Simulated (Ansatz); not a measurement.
In DFT-LDA in the program Ansatz with PAW potentials, HfO$_{2}$ in the orthorhombic phase (Pca2_1; Hf on 4a, O on 4a, O on 4a) relaxes to a = 5.181 Å, b = 4.976 Å, c = 4.996 Å. O on 4a has 3 nearest neighbours from 2.02 Å (trigonal planar). Against the elements it lies at -3.66 eV/atom, with no fitted shifts.

The Kohn–Sham gap is 4.33 eV (indirect). Electrons at the band edge weigh 1.3, 1.6, 4.8 mₑ (principal values).

Born charges are Hf +5.24, O -2.65 to -2.58 e. The phonon dispersion is stable (no imaginary branch). Without the LO–TO term the highest mode at Γ lies at 742 cm⁻¹.

The cell was relaxed with LDA under the symmetry of its start. The run is not spin-polarised. The references are the lowest solids computed at this level, not always the standard phases (solids in place of the gases). Scalar-relativistic: spin–orbit coupling is off unless named, which matters more the heavier the elements.

Potentials: the later of the program's two PAW sets.
